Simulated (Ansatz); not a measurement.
Input, command and steps of an Ansatz relaxation.

```yaml
crystal:
  lattice:
    - [-2.2080922324, 2.2080922324, 5.7935093226]
    - [2.2080922324, -2.2080922324, 5.7935093226]
    - [2.2080922324, 2.2080922324, -5.7935093226]
  atoms:
    - { symbol: Sr, position: [0.25, 0.75, 0.5] }
    - { symbol: Sr, position: [0.75, 0.25, 0.5] }
    - { symbol: Os, position: [0.0, 0.0, 0.0] }
    - { symbol: Au, position: [0.626, 0.626, 0.0] }
    - { symbol: Au, position: [0.374, 0.374, 0.0] }
basis:
  ecutwfc: 420
kpoints:
  mp_grid: { grid: [6, 6, 6] }
hamiltonian:
  xc: pbe
scf:
  occupations: { method: gaussian, width: 0.1 }
  lower_state_search: "off"
output:
  forces: true
  stress: true
  eigenvalues: true
relax:
  adjacent_minimum: "off"
  f_tol: 0.04
  max_steps: 70
  cell: { stress_tol: 0.4 }
```

```bash
ansatz run input.yaml --threads 1 --pin off --max-ram 2560MiB --backend cpu --events-out ev --progress --plain --runs-dir out
```

All numbers below come from DFT PBE, scalar-relativistic, plane waves, PAW (Ansatz 0.2.0).

Of 20 frames 10 are shown, positions in Å and forces in eV/Å; the SCF threshold varies from step to step. Steps run on the plane waves of an earlier cell, with a Pulay correction in the pressure. The basis is chosen afresh for the last frame, the zero of the energies, and at times for earlier ones too; energy and pressure step there, also at an unchanged geometry. Here that happened at step 15 (-140 meV/atom, 7.2 GPa); the frames before carry an error of that size. The mark taken_back stands on steps that the optimiser undid.

```xyz
5
Lattice="-2.2081 2.2081 5.7935 2.2081 -2.2081 5.7935 2.2081 2.2081 -5.7935" Properties=species:S:1:pos:R:3:forces:R:3 pbc="T T T" step=1 free_energy_over_end_meV_per_atom=1313.64 pressure_GPa=21.73
Sr    2.2081    0.0000    2.8968    0.0000    0.0000    0.0000
Sr    0.0000    2.2081    2.8968    0.0000    0.0000    0.0000
Os    0.0000    0.0000    0.0000    0.0000    0.0000    0.0000
Au    0.0000    0.0000    7.2535    0.0000    0.0000   -5.8547
Au    0.0000    0.0000    4.3335    0.0000    0.0000    5.8547
5
Lattice="-2.3481 2.3481 5.9658 2.3481 -2.3481 5.9658 2.3481 2.3481 -5.9658" Properties=species:S:1:pos:R:3:forces:R:3 pbc="T T T" step=3 free_energy_over_end_meV_per_atom=729.30 pressure_GPa=4.22
Sr    2.3481    0.0000    2.9829    0.0000    0.0000    0.0000
Sr    0.0000    2.3481    2.9829    0.0000    0.0000    0.0000
Os    0.0000    0.0000    0.0000    0.0000    0.0000    0.0000
Au    0.0000    0.0000    7.2182    0.0000    0.0000    0.0815
Au    0.0000    0.0000    4.7135    0.0000    0.0000   -0.0815
5
Lattice="-2.5626 2.5626 5.7114 2.5626 -2.5626 5.7114 2.5626 2.5626 -5.7114" Properties=species:S:1:pos:R:3:forces:R:3 pbc="T T T" step=5 free_energy_over_end_meV_per_atom=648.41 pressure_GPa=-1.10
Sr    2.5626    0.0000    2.8557    0.0000    0.0000    0.0000
Sr    0.0000    2.5626    2.8557    0.0000    0.0000    0.0000
Os    0.0000    0.0000    0.0000    0.0000    0.0000    0.0000
Au    0.0000    0.0000    6.9995    0.0000    0.0000    0.1622
Au    0.0000    0.0000    4.4232    0.0000    0.0000   -0.1622
5
Lattice="-2.6648 2.6648 5.1475 2.6648 -2.6648 5.1475 2.6648 2.6648 -5.1475" Properties=species:S:1:pos:R:3:forces:R:3 pbc="T T T" step=7 free_energy_over_end_meV_per_atom=581.09 pressure_GPa=-1.54
Sr    2.6648    0.0000    2.5738    0.0000    0.0000    0.0000
Sr    0.0000    2.6648    2.5738    0.0000    0.0000    0.0000
Os    0.0000    0.0000    0.0000    0.0000    0.0000    0.0000
Au    0.0000    0.0000    6.4093    0.0000    0.0000    0.6827
Au    0.0000    0.0000    3.8857    0.0000    0.0000   -0.6827
5
Lattice="-2.7369 2.7369 4.5818 2.7369 -2.7369 4.5818 2.7369 2.7369 -4.5818" Properties=species:S:1:pos:R:3:forces:R:3 pbc="T T T" step=9 free_energy_over_end_meV_per_atom=446.98 pressure_GPa=-1.91
Sr    2.7369    0.0000    2.2909    0.0000    0.0000    0.0000
Sr    0.0000    2.7369    2.2909    0.0000    0.0000    0.0000
Os    0.0000    0.0000    0.0000    0.0000    0.0000    0.0000
Au    0.0000    0.0000    5.8190    0.0000    0.0000    1.6179
Au    0.0000    0.0000    3.3447    0.0000    0.0000   -1.6179
5
Lattice="-2.8826 2.8826 3.9850 2.8826 -2.8826 3.9850 2.8826 2.8826 -3.9850" Properties=species:S:1:pos:R:3:forces:R:3 pbc="T T T" step=12 free_energy_over_end_meV_per_atom=308.69 pressure_GPa=-7.48 taken_back
Sr    2.8826    0.0000    1.9925    0.0000    0.0000    0.0000
Sr    0.0000    2.8826    1.9925    0.0000    0.0000    0.0000
Os    0.0000    0.0000    0.0000    0.0000    0.0000    0.0000
Au    0.0000    0.0000    5.3582    0.0000    0.0000   -0.7162
Au    0.0000    0.0000    2.6119    0.0000    0.0000    0.7162
5
Lattice="-2.8059 2.8059 3.9830 2.8059 -2.8059 3.9830 2.8059 2.8059 -3.9830" Properties=species:S:1:pos:R:3:forces:R:3 pbc="T T T" step=14 free_energy_over_end_meV_per_atom=253.00 pressure_GPa=-0.09
Sr    2.8059    0.0000    1.9915    0.0000    0.0000    0.0000
Sr    0.0000    2.8059    1.9915    0.0000    0.0000    0.0000
Os    0.0000    0.0000    0.0000    0.0000    0.0000    0.0000
Au    0.0000    0.0000    5.2887    0.0000    0.0000    0.0146
Au    0.0000    0.0000    2.6772    0.0000    0.0000   -0.0146
5
Lattice="-2.8887 2.8887 3.9436 2.8887 -2.8887 3.9436 2.8887 2.8887 -3.9436" Properties=species:S:1:pos:R:3:forces:R:3 pbc="T T T" step=16 free_energy_over_end_meV_per_atom=38.24 pressure_GPa=3.90
Sr    2.8887    0.0000    1.9718    0.0000    0.0000    0.0000
Sr    0.0000    2.8887    1.9718    0.0000    0.0000    0.0000
Os    0.0000    0.0000    0.0000    0.0000    0.0000    0.0000
Au    0.0000    0.0000    5.2518    0.0000    0.0000    0.0833
Au    0.0000    0.0000    2.6353    0.0000    0.0000   -0.0833
5
Lattice="-3.0091 3.0091 3.9293 3.0091 -3.0091 3.9293 3.0091 3.0091 -3.9293" Properties=species:S:1:pos:R:3:forces:R:3 pbc="T T T" step=18 free_energy_over_end_meV_per_atom=0.88 pressure_GPa=-0.17
Sr    3.0091    0.0000    1.9647    0.0000    0.0000    0.0000
Sr    0.0000    3.0091    1.9647    0.0000    0.0000    0.0000
Os    0.0000    0.0000    0.0000    0.0000    0.0000    0.0000
Au    0.0000    0.0000    5.2520    0.0000    0.0000    0.0538
Au    0.0000    0.0000    2.6067    0.0000    0.0000   -0.0538
5
Lattice="-3.0119 3.0119 3.9163 3.0119 -3.0119 3.9163 3.0119 3.0119 -3.9163" Properties=species:S:1:pos:R:3:forces:R:3 pbc="T T T" step=20 free_energy_over_end_meV_per_atom=0.00 pressure_GPa=0.01
Sr    3.0119    0.0000    1.9581    0.0000    0.0000    0.0000
Sr    0.0000    3.0119    1.9581    0.0000    0.0000    0.0000
Os    0.0000    0.0000    0.0000    0.0000    0.0000    0.0000
Au    0.0000    0.0000    5.2374    0.0000    0.0000   -0.0016
Au    0.0000    0.0000    2.5951    0.0000    0.0000    0.0016
```

The start puts this composition into another compound's structure type, which needn't suit it. At the end the space group is I4/mmm (tolerance 0.05 Å).

Time: 2.6 min on 1 thread of Arm Neoverse V2, with other jobs on the host, peak memory 0.5 GiB.

The k mesh is coarse. Spin–orbit coupling is left out, which can shift energies with elements as heavy as these.